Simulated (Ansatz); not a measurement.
One crystal and one scan (frozen-phonon scan) at two levels, r2SCAN (plane waves to 500 eV, PAW, scalar-relativistic; Ansatz, a program for electronic structure) and PBE (plane waves to 420 eV, PAW, scalar-relativistic; Ansatz), each from its own relaxed cell and on its own mesh. The cell shown is that of r2SCAN.

Relaxed Be (hcp, Mg type):

```
Be
1.0
    2.26371     0.00000     0.00000
   -1.13186     1.96043     0.00000
    0.00000     0.00000     3.56389
Be
2
Direct
  0.33333   0.66667   0.75000
  0.66667   0.33333   0.25000
```

The atoms are displaced by Q × the pattern below (from a DFPT mode at Γ, largest move 1; Q in Å), at fixed cell.

```csv
atom,x,y,z
Be1,0.000,0.000,-1.000
Be2,0.000,0.000,1.000
```

Be was relaxed with its symmetry unable to fall. With partly filled bands, energies and forces of such displacements shift with the k mesh and the smearing. Percentages come from the unrounded values. Both scans cover Q from -0.100 to 0.100 Å.

Results of r2SCAN:

```
Item                                                                                                                                               Value
----------------------------------------------------------------------------------------  --------------------------------------------------------------
Lattice constant c (Å)                                                                                                                             3.564
Energy at Q = 0.100 Å (meV/cell)                                                                                                                     171
Harmonic wavenumber from the curvature (finite differences) (cm⁻¹ (negative: imaginary))                                                             713
Space group of the distorted cell                                                                                 P-3m1 (No. 164), lowered from P6_3/mmc
Symmetry of the curve                                                                                                      even: the same for both signs
Shape of the curve                                                                        a single well with its minimum at or next to zero displacement
```

Problem. Estimate the PBE values.

Solution. 
```json
[
 {"quantity": "Lattice constant c (Å)", "PBE": "3.561", "r2SCAN − PBE": "+0.003"},
 {"quantity": "Energy at Q = 0.100 Å (meV/cell)", "PBE": "162", "r2SCAN − PBE": "+9 (+6 %)"},
 {"quantity": "Harmonic wavenumber from the curvature (finite differences) (cm⁻¹ (negative: imaginary))", "PBE": "693", "r2SCAN − PBE": "+20 (+3.0 %)"}
]
```

r2SCAN gives the higher value for: energy at Q = 0.100 Å; harmonic wavenumber from the curvature. They agree on: lattice constant c (within 0.2 %). Both give the same space group of the distorted cell: P-3m1 (No. 164), lowered from P6_3/mmc.

(A displaced cell: forces are minus the slopes of the energy, force constants its curvatures, and phonons follow from these.)
